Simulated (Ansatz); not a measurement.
Cu Kα1 powder pattern (kinematic, no thermal factors).
```
2θ (°)  relative intensity  assignment
 14.47                  14       1 1 1
 16.73                 100       2 0 0
 23.74                  39       2 2 0
 27.91                  15       3 1 1
 29.18                   3       2 2 2
 33.82                  43       4 0 0
 36.96                  11       3 3 1
 37.96                  20       4 2 0
 41.74                   8       4 2 2
 44.40                   6       5 1 1
 48.58                  19       4 4 0
 50.96                   6       5 3 1
 51.74                  10       6 0 0
 54.76                  19       6 2 0
 56.96                   3       5 3 3
 60.51                   4       4 4 4
 62.57                   2       7 1 1
 63.25                   9       6 4 0
 65.94                  13       6 4 2
 67.91                   3       7 3 1
 71.15                   2       8 0 0
 73.06                   1       7 3 3
 73.69                   4       8 2 0
 76.20                   6       6 6 0
 78.07                   1       7 5 1
 78.69                   2       6 6 2
 81.15                   4       8 4 0
 82.98                   2       9 1 1
 86.03                   5       6 6 4
 87.85                   2       9 3 1
```

The pattern is computed from a structure relaxed with DFT PBE, scalar-relativistic, plane waves, PAW (Ansatz 0.2.0). No spin polarisation. Its elements are Al, C, Ga, Mg, N.

Q: Give the structure.

A: MgAlGaC6N6.
Space group F-43m (No. 216). a = 10.593 Å, b = 10.593 Å, c = 10.593 Å, α = 90.00°, β = 90.00°, γ = 90.00°
```
atom  site  symmetry       x       y       z
  Mg    4d      -43m  0.2500  0.2500  0.7500
  Al    4b      -43m  0.5000  0.0000  0.0000
  Ga    4a      -43m  0.0000  0.0000  0.0000
   C   24f      2.mm  0.2035  0.0000  0.0000
   N   24f      2.mm  0.3134  0.0000  0.0000
```

A pattern alone doesn't exclude other cells with like lines; this is the one computed.

It was reached by relaxing an invented guess, and it needn't be the stable form of this composition.
